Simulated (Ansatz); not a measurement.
**Question.** Name crystals whose computed values (r²SCAN (plane waves, PAW; program Ansatz)) fall in these windows: gap (eV) 0.075 to 0.096; HSE06 gap (eV) 0.30 to 0.40; B₀ by P(V) fit (GPa) 46 to 67.

**Answer.** 

| crystal | gap (eV) | HSE06 gap (eV) | B₀ by P(V) fit (GPa) |
|---|---|---|---|
| InAs, zinc blende | 0.08 | 0.36 | 57.2 |
Others may fit too.

The cell was relaxed under the symmetry of its start. Spin–orbit coupling is left out wherever it is not named.

Potentials: the later of the program's two PAW sets.
